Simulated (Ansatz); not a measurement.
HfS2 (CdI2 type)

```xyz
3
Lattice="3.6057 0.0000 0.0000 -1.8029 3.1226 0.0000 0.0000 0.0000 5.7676" Properties=species:S:1:pos:R:3 pbc="T T T"
Hf     0.0000     0.0000     0.0000
S      0.0000     2.0818     1.4564
S      1.8029     1.0409     4.3112
```

Equation-of-state scan: isotropic scaling of the cell above, V₀ being its volume. The atoms relax within the cell's symmetry.

These are PBE-D3(BJ) (plane waves to 420 eV, PAW, scalar-relativistic; Ansatz, an electronic-structure program) values and carry that method's errors. k mesh 11×11×6 (Γ-centred), Fermi-Dirac smearing 0.05 eV. Compression counts positive. HfS2 is run without spin polarisation. HfS2 was relaxed with its symmetry unable to fall. Spin-orbit coupling is left out, though Hf is heavy.

At one point of the scan the stress tensor (GPa) is:

```
   -4.0      0.0      0.0
    0.0     -4.0      0.0
    0.0      0.0     -1.0
```

**Question.** Which point is it?
(A) V/V₀ = 1.040
(B) V/V₀ = 1.080
(C) V/V₀ = 1.120
(D) V/V₀ = 1.160

**Answer.** B, V/V₀ = 1.080

(A scan under strain: stresses follow from slopes of the energy per volume, elastic moduli from its curvatures.)
